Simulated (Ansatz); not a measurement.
Input and command of a plane-wave DFT calculation in Ansatz:

```yaml
crystal:
  lattice:
    - [1.7596875536, 1.0159560827, 8.1570444223]
    - [-1.7596875536, 1.0159560827, 8.1570444223]
    - [0.0, -2.0319121655, 8.1570444223]
  atoms:
    - { symbol: Si, position: [0.0, 0.0, 0.0] }
    - { symbol: Si, position: [0.2095, 0.2095, 0.2095] }
    - { symbol: Si, position: [0.7905, 0.7905, 0.7905] }
    - { symbol: As, position: [0.4, 0.4, 0.4] }
    - { symbol: As, position: [0.6, 0.6, 0.6] }
basis:
  ecutwfc: 420
kpoints:
  mp_grid: { grid: [6, 6, 6] }
hamiltonian:
  xc: pbe
scf:
  occupations: { method: gaussian, width: 0.1 }
  lower_state_search: "off"
output:
  forces: true
  stress: true
  eigenvalues: true
```

```bash
ansatz run input.yaml --threads 1 --pin off --max-ram 2560MiB --backend cpu --events-out ev --progress --plain --runs-dir out
```

Processor: Intel(R) Xeon(R) Platinum 8488C (Sapphire Rapids), 1 thread, on a host shared with other jobs.

**Question.** Estimate time, memory and problem size.

**Answer.** About 3.4 s on 1 thread of Intel(R) Xeon(R) Platinum 8488C (Sapphire Rapids), with other jobs on the host, peak memory 0.4 GiB. It solves 26 bands at 32 k points (the mesh reduced by the symmetry that the task leaves, which can be less than the crystal's) with about 1677 plane waves, in 7 SCF iterations.
